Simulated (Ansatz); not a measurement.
Na3Bi in space group P6_3/mmc (No. 194; Na on 4f, Na on 2b, Bi on 2c) at seven volumes, PBEsol in the plane-wave PAW code Ansatz, shape and atoms relaxed at each. One row is withheld.

```
V (Å³/atom)  P (GPa)
-----------  -------
27.819          2.09
28.737          1.28
29.654          0.59
30.571          0.00
31.488             ?
32.405         -0.94
33.322         -1.32
```

Q: Fit the shown pressures and predict the withheld one.

A: Third-order Birch–Murnaghan: P = (3/2)B₀(x^(7/2) − x^(5/2))[1 + (3/4)(B′ − 4)(x − 1)] with x = (V₀/V)^(2/3). Least squares on the six rows gives V₀ = 30.570 Å³/atom, B₀ = 18.24 GPa, B′ = 4.11. At V = 31.488, x = 0.9805 and P = -0.51 GPa. The run itself gave -0.51 GPa.

The first step of the workflow began from a Materials Project structure, measured or hypothetical; the Crystallography Open Database files this formula in space group No. 194, but the cells were not matched. Whether it is the stable phase at ambient conditions was not checked. The cell was relaxed with PBEsol under the symmetry of its start; its stability against distortions is not shown here. Scalar-relativistic: spin–orbit coupling is off unless named, which matters more the heavier the elements.

Potentials: the earlier of the program's two PAW sets. The files were generated under PBE; for other functionals the program regenerates the frozen cores, and for LDA and PBEsol the local potential too.
